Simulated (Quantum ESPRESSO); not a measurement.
pw.x input (Quantum ESPRESSO 7.5; PBEsol, PseudoDojo standard norm-conserving files, fully relativistic):

```
&CONTROL
  calculation = 'scf'
  pseudo_dir = './pseudo'
  outdir = './out'
  tprnfor = .true.
  tstress = .true.
/
&SYSTEM
  ibrav = 0
  nat = 2
  ntyp = 2
  ecutwfc = 80.0
  ecutrho = 320.0
  occupations = 'smearing'
  smearing = 'fd'
  degauss = 0.002
  nbnd = 33
  noncolin = .true.
  lspinorb = .true.
/
&ELECTRONS
  conv_thr = 2e-10
/
ATOMIC_SPECIES
Ga 69.7230 Ga.upf
Sb 121.7600 Sb.upf
CELL_PARAMETERS angstrom
  0.000000000000   3.056992883000   3.056992883000
  3.056992883000   0.000000000000   3.056992883000
  3.056992883000   3.056992883000   0.000000000000
ATOMIC_POSITIONS crystal
Ga   0.000000000000   0.000000000000   0.000000000000
Sb   0.250000000000   0.250000000000   0.250000000000
K_POINTS automatic
8 8 8 0 0 0
```

End of the output:

```

[...]
     the Fermi energy is     8.4383 ev
!    total energy              =    -334.13316690 Ry
     estimated scf accuracy    <          1.3E-10 Ry
     smearing contrib. (-TS)   =      -0.00001257 Ry
     internal energy E=F+TS    =    -334.13315433 Ry
     The total energy is F=E-TS. E is the sum of the following terms:
     one-electron contribution =    -165.26448471 Ry
     hartree contribution      =     100.81759958 Ry
     xc contribution           =     -86.26624514 Ry
     ewald contribution        =    -183.42002406 Ry
     convergence has been achieved in   8 iterations
     Forces acting on atoms (cartesian axes, Ry/au):
     atom    1 type  1   force =     0.00000000    0.00000000    0.00000000
     atom    2 type  2   force =     0.00000000    0.00000000    0.00000000
     Total force =     0.000000     Total SCF correction =     0.000000
     Computing stress (Cartesian axis) and pressure
          total   stress  (Ry/bohr**3)                   (kbar)     P=       -0.08
  -0.00000054   0.00000000   0.00000000           -0.08        0.00        0.00
   0.00000000  -0.00000054   0.00000000            0.00       -0.08        0.00
   0.00000000   0.00000000  -0.00000054            0.00        0.00       -0.08
```

Geometry relaxed with PBEsol.
